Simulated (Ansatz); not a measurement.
## Structures of LiPb2: which is lowest?

Plane-wave DFT in Ansatz with scalar-relativistic PAW potentials, cutoff 420 eV, Γ-centred meshes chosen by cell and gap, Gaussian smearing with energies taken to zero width. Every cell was relaxed (cell and atoms) in a run of its own, within the symmetry of its start. Functional: PBE.

Relaxed structures (starts from databases or built by putting these elements on another compound's sites):
A. Immm, 3 atoms in the computed cell, a = 3.627 Å, b = 5.512 Å, c = 8.342 Å; sites (symmetry × multiplicity) Li mmm × 2, Pb mm2 × 4; start: built
B. I4/mmm, 3 atoms in the computed cell, a = 4.097 Å, c = 9.823 Å; sites (symmetry × multiplicity) Li 4/mmm × 2, Pb 4mm × 4; start: built

Rank them by energy. Could pressure change the order?

| structure | group | E − E(lowest) (meV/atom) | V (Å³/atom) | gap on mesh (eV) |
| --- | --- | --- | --- | --- |
| A | Immm | 0.0 | 27.80 | 0.00 |
| B | I4/mmm | 1.9 | 27.48 | 0.00 |

A and B are level within the 5 meV/atom that separate runs leave open. The two lowest differ in volume by under 3 %, too little for a first-order estimate of what pressure does to that pair (other pairs aren't weighed here). Other structures may lie lower than all of these, and vibrations aren't counted.

Spin-orbit coupling is left out, which matters for the bands of heavy elements. For Tl, Pb and Bi spin-orbit coupling shifts energies too.